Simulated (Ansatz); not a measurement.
ZnCu2GeS4 (I-4), relaxed with HSE06 (Ansatz, an electronic-structure program, plane waves, PAW): a = b = 5.356 Å, c = 10.559 Å, α = β = γ = 90.00°.

```
Item                  Value
--------------------  -----
gap (eV)               2.00
B₀ by P(V) fit (GPa)   75.6
```

Task: The same phase is relaxed and computed with LDA in the same code. What are the cell and these values now?

Result: a = b = 5.211 Å, c = 10.377 Å, α = β = γ = 90.00°.

* **gap (eV)**: 0.67
* **B₀ by P(V) fit (GPa)**: 94.3

All cells were relaxed under the symmetry of their starts (and spin orders); stability against distortions was not tested throughout. Rows with no word on spin ran without spin polarisation. Scalar-relativistic: spin–orbit coupling is off unless named, which matters more the heavier the elements.

Potentials: the later of the program's two PAW sets.

Ansatz is a plane-wave DFT program.
